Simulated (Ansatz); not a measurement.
Recipe of this trial structure of AlAuC4N4: two interpenetrating cyanide-bridged diamond nets (P-43m, No. 215). The dimensions are guesses.

```yaml
crystal:
  lattice:
    - [5.83412, 0.00000, 0.00000]
    - [0.00000, 5.83412, 0.00000]
    - [0.00000, 0.00000, 5.83412]
  atoms:
    - { symbol: Al, position: [0.00000, 0.00000, 0.00000] }
    - { symbol: C, position: [0.18555, 0.18555, 0.18555] }
    - { symbol: C, position: [0.18555, 0.81445, 0.81445] }
    - { symbol: C, position: [0.81445, 0.18555, 0.81445] }
    - { symbol: C, position: [0.81445, 0.81445, 0.18555] }
    - { symbol: Au, position: [0.50000, 0.50000, 0.50000] }
    - { symbol: N, position: [0.30134, 0.30134, 0.30134] }
    - { symbol: N, position: [0.30134, 0.69866, 0.69866] }
    - { symbol: N, position: [0.69866, 0.30134, 0.69866] }
    - { symbol: N, position: [0.69866, 0.69866, 0.30134] }
```

Level of theory: DFT PBE, scalar-relativistic, plane waves, PAW in Ansatz 0.2.0. Cutoff 420 eV, Gaussian smearing, Γ-centred meshes. Cell and atoms relax first on a coarse mesh and then on a converged one. In between, the cell is made exact in the group found at 0.06 Å. The steps can't lower the symmetry of their start. No spin polarisation.

A guess keeps its type if space group and coordination stay and the shape of the cell changes little (axis ratios within about 15 %, angles within 6°); the volume may change.

Problem. Does this structure survive the relaxation?

Solution. It keeps its type. The symmetry stays P-43m (No. 215). The volume per atom grows by 17.0 %, from 19.9 to 23.2 Å³. The shortest distance goes from 1.17 Å (C–N) to 1.16 Å (C–N). Counting neighbours within 15 % of an atom's shortest distance, the start has Al 4, Au 4, C 1, N 1 and the end Al 4, Au 4, C 1, N 1.

The last run used a 4×4×4 mesh for its 10-atom cell and Gaussian smearing of 0.02 eV. These runs have no spin–orbit coupling, which can matter for Au. A structure relaxed within its symmetry needn't be a true minimum.
